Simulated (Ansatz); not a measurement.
**CdTe, first-principles data**

CdTe (rock salt, space group No. 225), a = b = c = 5.9302 Å, α = β = γ = 90.00°; the cell used has 2 atoms.

Space group Fm-3m (No. 225), rock salt; conventional cell a = b = c = 5.930 Å, α = β = γ = 90.00°.

Method: LDA (plane waves, PAW; program Ansatz). Geometry: relaxed at this level of theory. Other levels are named where they apply.

### Cell and energy

```json
{
  "volume_per_atom": "26.07 Å³",
  "density": "7.64 g/cm³",
  "Formation energy from the elements (no fitted shifts)": "-0.25 eV/atom"
}
```

### Electronic structure

```json
{
  "electronic_character": "metallic (no gap)",
  "Density of states at the Fermi level": "0.58 states/eV per atom (mean over ±0.08 eV)"
}
```

### Mechanics

```json
{
 "Bulk modulus (Birch–Murnaghan fit)": "62.2 GPa",
 "Pressure derivative B′": "5.0",
 "Elastic constants (relaxed ions, GPa)": "C11 = 113, C12 = 37.0, C44 = 18.4",
 "mechanical_stability": "stable (all eigenvalues of C positive)",
 "hill_bulk_and_shear_moduli": "62.4 and 24.8 GPa",
 "Young's modulus": "65.7 GPa",
 "Poisson's ratio": "0.32",
 "debye_temperature_from_the_elastic_constants": "203 K"
}
```

### Phonons

```json
{
 "highest_zone_centre_frequency": "92 cm⁻¹",
 "zone_centre_stability": "no imaginary mode at Γ"
}
```

This is a known high-pressure phase of the composition, computed here at zero pressure and temperature. Symmetry was held in the LDA relaxation. As this level gives no gap, shear constants depend on the k-mesh and smearing (Fermi–Dirac, 0.1 eV here). As this level gives no gap, phonon frequencies hold no LO–TO term and depend on the k-mesh and smearing (Fermi–Dirac, 0.1 eV here). The references are the lowest solids computed at this level, not always the standard phases. Spin–orbit coupling is left out wherever it is not named.

Potentials: the earlier of the program's two PAW sets.
